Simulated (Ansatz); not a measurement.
# TePb: settings compared (Ansatz)

Run with:

```bash
ansatz run input.yaml --threads 1 --pin off --max-ram 2560MiB --backend cpu --events-out ev --progress --plain --runs-dir out
```

The input file (Ansatz 0.2.0, plane waves):

```yaml
crystal:
  lattice:
    - [0.0, 3.24815, 3.24815]
    - [3.24815, 0.0, 3.24815]
    - [3.24815, 3.24815, 0.0]
  atoms:
    - { symbol: Pb, position: [0.0, 0.0, 0.0] }
    - { symbol: Te, position: [0.5, 0.5, 0.5] }
  symmetry: { tolerance: 0.0003 }
kpoints:
  mp_grid: { grid: [5, 5, 5], shift: [0, 0, 0] }
magnetization:
  spin_polarized: false
scf:
  occupations: { method: fermi_dirac }
hamiltonian:
  pseudopotentials: { kind: paw }
  xc: r2scan
basis:
  ecutwfc: 500
output:
  forces: true
  stress: true
  eigenvalues: true
```

Origin of the cell: a database entry, scaled a little.

The smearing width isn't typed, so it takes its default of 0.1 eV.

Output of this run (shortened):

```
Pseudopotentials: kind: paw
Pseudopotential: Pb, paw, valence charge 14, recommended cutoff 500 eV (meta_gga), Pb.paw.azcp
Pseudopotential: Te, paw, valence charge 16, recommended cutoff 500 eV (meta_gga), Te.paw.azcp
Functional definition: r2SCAN
  exchange = r2scan_x(k0 = k0, k1 = k1, a1 = a1)
  correlation = r2scan_c
Crystal: 2 atoms, lattice volume = 68.539 Å³
Basis set: ecut = 500 eV, 1807 PW (Γ), exchange–correlation on 144×144×144 points (64 copies of the dense FFT grid, shifted against one another)
Bands: 19, of which v1, the nominal top of the filled ones, is band 15 counted from 1 (14 counted from 0)
Symmetry: 48 space group operations
Space group: Fm-3m (ITA 225), of the structure as read, at distance tolerance 1.2e-3 Å
[… 7 lines left out …]
Initial density: superposition of atomic densities (neutral atoms: chi_scale 0, normalization atom), corrected by the library's trained network
Functional: x = r2scan, c = r2scan; τ floored in thin density (d = 2e-4 eV/Å³)
SCF iter   1: F=—  HF=-18916.681563 eV  Δρ=4.84e-3  dr2=1.15e-2  dr2_τ=9.80e-4
SCF iter   2: F=—  HF=-18916.683407 eV  Δρ=1.37e-3  dr2=1.15e-3  dr2_τ=8.81e-5
SCF iter   3: F=—  HF=-18916.683619 eV  Δρ=4.70e-4  dr2=7.71e-5  dr2_τ=7.37e-6
SCF iter   4: F=—  HF=-18916.683668 eV  Δρ=1.53e-4  dr2=1.09e-5  dr2_τ=1.89e-7
SCF iter   5: F=—  HF=-18916.683673 eV  Δρ=4.07e-5  dr2=1.57e-6  dr2_τ=2.19e-8
SCF iter   6: F=-18916.683673 eV  HF=-18916.683673 eV  Δρ=7.93e-6  dr2=2.75e-8  dr2_τ=8.27e-10
SCF 1 converged in 6 iterations: F = -18916.683673 eV  dr2 = 2.75e-8
SCF converged after 6 iterations
Free energy (F): -18916.683673 eV
Harris-Foulkes:  -18916.683673 eV  (|F-HF|=4.26e-9)
Internal energy: -18916.683463 eV  (E = F + TS)
E sigma→0 (E₀):  -18916.683568 eV
Entropy (-TS):   -0.000210 eV (-0.105 meV/atom)
Fermi energy:    8.948555 eV
--- Per-component energies (eV) ---
  E_band       = -343.385164
  E_kinetic    = 467.185107
  E_local      = -2411.479429  (includes V_loc(G=0)·N_el)
  E_nonlocal   = 40.552444
  E_hartree    = 1266.062213
  E_xc         = -323.881843
  E_vxc        = -257.046604  (∫ρ·V_xc dr)
  E_paw        = -15118.516336  (= ΣΔE_a)
  E_vpaw       = -732.023122  (= ΣTr[D̂ρ^β])
  E_aug_tail   = -0.000022  (compensation charges beyond the density's cutoff)
  E_vtau       = 17.300260  (kinetic-family band-sum trace: ∫τ·v_τ [+ j·A + Jᵃ·Aᵃ] dr)
  E_ewald      = -2837.855955
  E_core_change = 1.250358  (= ΣΔE_core)
  E_smearing   = -0.000210  (= −TS)
  Σ components = -18916.683673   (vs F -18916.683673, Δ=0.00e0)
--- Forces (eV/Å), atoms counted from 1 ---
  atom   1  Pb    -0.000000     0.000000    -0.000000
  atom   2  Te     0.000000    -0.000000     0.000000
  max |Σ_I F_I| component: 0.0 eV/Å
--- Stress (GPa, compression-positive) ---
        0.808297      -0.000000      -0.000000
       -0.000000       0.808297       0.000000
       -0.000000      -0.000000       0.808297
  P = ⅓ Tr σ = 0.8083 GPa (8.083 kbar)
```

The same input was run again with these changes:

1. `scf.occupations.method` fermi_dirac → gaussian; `scf.occupations.width` default → 0.001
2. `hamiltonian.dispersion` default → d3bjatm; `kpoints.mp_grid.grid` [5, 5, 5] → [2, 2, 2]
3. `hamiltonian.dispersion` default → d3bj; `hamiltonian.xc` r2scan → revpbe
4. `basis.ecutwfc` 500 → "600 eV"; `scf.initial_density.chi_scale` default → 0.0

```
 run        end  SCF iterations  P (GPa)  max force component (eV/Å)  moment (μB)  ΔE(σ→0) (meV/atom)
base  converged               6     0.81                       0.000            –                   0
   1  converged               6     0.81                       0.000            –               -0.04
   2  converged               6     6.95                       0.000            –                   –
   3  converged               6    -1.05                       0.000            –                   –
   4  converged               7     0.81                       0.000            –               -0.25
```

Energies are compared only where functional, datasets, charge and starting cell are the same.

Not properties of the system: run 2 (too coarse or loose: `kpoints.mp_grid.grid` = [2, 2, 2]).

Caveats of the base run: no spin-orbit coupling, though heavy elements are present.

Run 3: forces of this functional can be a tenth off on datasets made under PBE.

Time of the base run: 3.4 s on 1 thread of Arm Neoverse V2, on a shared host, peak memory 0.5 GiB, from the program's own first density.
